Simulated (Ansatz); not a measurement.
A relaxation computed with Ansatz, from input to last step.

```yaml
crystal:
  lattice:
    - [4.2790887606, 0.0, 0.0]
    - [0.0, 4.1742091341, 0.0]
    - [0.0, 0.0, 17.8275486602]
  atoms:
    - { symbol: In, position: [0.0, 0.0, 0.3371929955] }
    - { symbol: In, position: [0.5, 0.5, 0.1628070045] }
    - { symbol: In, position: [0.5, 0.5, 0.8371929955] }
    - { symbol: In, position: [0.0, 0.0, 0.6628070045] }
    - { symbol: Ga, position: [0.0, 0.0, 0.0] }
    - { symbol: Ga, position: [0.5, 0.5, 0.5] }
    - { symbol: As, position: [0.5, 0.0, 0.25] }
    - { symbol: As, position: [0.0, 0.5, 0.0749816904] }
    - { symbol: As, position: [0.0, 0.5, 0.4250183096] }
    - { symbol: As, position: [0.0, 0.5, 0.75] }
    - { symbol: As, position: [0.5, 0.0, 0.5749816904] }
    - { symbol: As, position: [0.5, 0.0, 0.9250183096] }
basis:
  ecutwfc: 420
kpoints:
  mp_grid: { grid: [8, 8, 2] }
hamiltonian:
  xc: pbesol
scf:
  occupations: { method: gaussian, width: 0.1 }
output:
  forces: true
  stress: true
  eigenvalues: true
  write_density: true
  write_potential: true
  elf: true
  volumetric_format: npy
relax:
  adjacent_minimum: "off"
  f_tol: 0.008
  max_steps: 40
  cell: { stress_tol: 0.015, fix: [a, angles] }
```

```bash
ansatz run input.yaml --threads 1 --pin off --max-ram 2560MiB --backend cpu --events-out ev --progress --plain --runs-dir out
```

These are results of DFT PBEsol, scalar-relativistic, plane waves, PAW (Ansatz), not measurements.

Of 5 frames 4 are shown, positions in Å and forces in eV/Å; the SCF threshold varies from step to step. Steps run on the plane waves of an earlier cell, with a Pulay correction in the pressure. The basis is chosen afresh for the last frame, the zero of the energies, and at times for earlier ones too; energy and pressure can step there, also at an unchanged geometry. Where two frames share a geometry here, they differ by under 2 meV/atom and 0.3 GPa.

```xyz
12
Lattice="4.2791 0.0000 0.0000 0.0000 4.1742 0.0000 0.0000 0.0000 17.8275" Properties=species:S:1:pos:R:3:forces:R:3 pbc="T T T" step=1 free_energy_over_end_meV_per_atom=1.28 pressure_GPa=-0.50
In    0.0000    0.0000    6.0113    0.0000    0.0000   -0.1944
In    2.1395    2.0871    2.9024    0.0000    0.0000   -0.2001
In    2.1395    2.0871   14.9251    0.0000    0.0000   -0.1944
In    0.0000    0.0000   11.8162    0.0000    0.0000   -0.2001
Ga    0.0000    0.0000    0.0000    0.0000    0.0000   -0.1428
Ga    2.1395    2.0871    8.9138    0.0000    0.0000   -0.1428
As    2.1395    0.0000    4.4569    0.0000    0.0000    0.2005
As    0.0000    2.0871    1.3367    0.0000    0.0000    0.1704
As    0.0000    2.0871    7.5770    0.0000    0.0000    0.1663
As    0.0000    2.0871   13.3707    0.0000    0.0000    0.2005
As    2.1395    0.0000   10.2505    0.0000    0.0000    0.1704
As    2.1395    0.0000   16.4908    0.0000    0.0000    0.1663
12
Lattice="4.2791 0.0000 0.0000 0.0000 4.1932 0.0000 0.0000 0.0000 17.7052" Properties=species:S:1:pos:R:3:forces:R:3 pbc="T T T" step=2 free_energy_over_end_meV_per_atom=0.24 pressure_GPa=-0.42
In    0.0000    0.0000    5.9508    0.0000    0.0000    0.1072
In    2.1395    2.0966    2.8631    0.0000    0.0000    0.1066
In    2.1395    2.0966   14.8034    0.0000    0.0000    0.1072
In    0.0000    0.0000   11.7157    0.0000    0.0000    0.1066
Ga    0.0000    0.0000    0.0007    0.0000    0.0000   -0.0737
Ga    2.1395    2.0966    8.8533    0.0000    0.0000   -0.0737
As    2.1395    0.0000    4.4392    0.0000    0.0000   -0.0961
As    0.0000    2.0966    1.3409    0.0000    0.0000   -0.0304
As    0.0000    2.0966    7.5369    0.0000    0.0000   -0.0139
As    0.0000    2.0966   13.2918    0.0000    0.0000   -0.0961
As    2.1395    0.0000   10.1935    0.0000    0.0000   -0.0304
As    2.1395    0.0000   16.3895    0.0000    0.0000   -0.0139
12
Lattice="4.2791 0.0000 0.0000 0.0000 4.1957 0.0000 0.0000 0.0000 17.7235" Properties=species:S:1:pos:R:3:forces:R:3 pbc="T T T" step=3 free_energy_over_end_meV_per_atom=0.03 pressure_GPa=-0.51
In    0.0000    0.0000    5.9687    0.0000    0.0000   -0.0165
In    2.1395    2.0979    2.8760    0.0000    0.0000   -0.0144
In    2.1395    2.0979   14.8304    0.0000    0.0000   -0.0165
In    0.0000    0.0000   11.7378    0.0000    0.0000   -0.0144
Ga    0.0000    0.0000   -0.0132    0.0000    0.0000    0.0620
Ga    2.1395    2.0979    8.8485    0.0000    0.0000    0.0620
As    2.1395    0.0000    4.4425    0.0000    0.0000    0.0015
As    0.0000    2.0979    1.3372    0.0000    0.0000   -0.0118
As    0.0000    2.0979    7.5432    0.0000    0.0000   -0.0208
As    0.0000    2.0979   13.3043    0.0000    0.0000    0.0015
As    2.1395    0.0000   10.1990    0.0000    0.0000   -0.0118
As    2.1395    0.0000   16.4050    0.0000    0.0000   -0.0208
12
Lattice="4.2791 0.0000 0.0000 0.0000 4.1944 0.0000 0.0000 0.0000 17.7288" Properties=species:S:1:pos:R:3:forces:R:3 pbc="T T T" step=5 free_energy_over_end_meV_per_atom=0.00 pressure_GPa=-0.51
In    0.0000    0.0000    5.9678    0.0000    0.0000   -0.0004
In    2.1395    2.0972    2.8752    0.0000    0.0000   -0.0009
In    2.1395    2.0972   14.8322    0.0000    0.0000   -0.0004
In    0.0000    0.0000   11.7396    0.0000    0.0000   -0.0009
Ga    0.0000    0.0000   -0.0071    0.0000    0.0000   -0.0014
Ga    2.1395    2.0972    8.8573    0.0000    0.0000   -0.0014
As    2.1395    0.0000    4.4417    0.0000    0.0000    0.0039
As    0.0000    2.0972    1.3386    0.0000    0.0000   -0.0007
As    0.0000    2.0972    7.5448    0.0000    0.0000   -0.0006
As    0.0000    2.0972   13.3061    0.0000    0.0000    0.0039
As    2.1395    0.0000   10.2030    0.0000    0.0000   -0.0007
As    2.1395    0.0000   16.4092    0.0000    0.0000   -0.0006
```

Time: 5.2 min on 1 thread of AMD EPYC 9R45 96-Core Processor (Zen 5) (shared host), peak memory 1.3 GiB.